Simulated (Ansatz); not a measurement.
# NaIr (CsCl type) with and without relativity

```yaml
crystal:
  lattice:
    - [3.23126, 0.00000, 0.00000]
    - [0.00000, 3.23126, 0.00000]
    - [0.00000, 0.00000, 3.23126]
  atoms:
    - { symbol: Na, position: [0.00000, 0.00000, 0.00000] }
    - { symbol: Ir, position: [0.50000, 0.50000, 0.50000] }
```

The cell comes from a relaxation on PAW files under the same functional, begun from a prototype that needn't be the stable phase.

All-electron LAPW in Ansatz 0.2.0 under PBE, with a Γ-centred 11×11×11 k mesh, Fermi–Dirac smearing of 0.05 eV, no spin polarisation. The basis error target is 0.5 meV/atom. The same cell is solved at each level of relativity (Schrödinger's equation, the scalar-relativistic one, Dirac's), and each level may then relax the cell.

The elements are taken as Ir fcc, Na bcc, each relaxed on PAW files under the same functional and computed by the same method as the compound; zero-point and thermal terms are left out. Formation energies keep the scalar-relativistic cells of compound and elements, so at the other levels neither side is at rest.

| level | P at the cell (GPa) | gap (eV) | ΔE(formation) at the fixed cells (eV/atom) | relaxed V (Å³/atom) |
| --- | --- | --- | --- | --- |
| scalar-relativistic | 0.01 | 0.00 | 1.165 | 16.87 |
| non-relativistic | 6.70 | 0.00 | ? | 18.57 |
| with spin–orbit coupling | 0.88 | 0.00 | 1.140 | 17.07 |

Task: Fill in "ΔE(formation) at the fixed cells (eV/atom)" for the row "non-relativistic".

Result: 0.449.

Task: Does scalar relativity shrink or swell this crystal?

Result: It shrinks it by 9.2 % in volume against the non-relativistic cell.

Task: How do the Löwdin populations move when relativity is switched off?

Result: Na 3s 0.63 → 0.59, Ir 6s 0.98 → 0.68, Ir 5d 8.30 → 8.65 electrons an atom. The projections hold only the shells that the free atoms fill, so charge of other character is partly counted to these shells and partly left out.
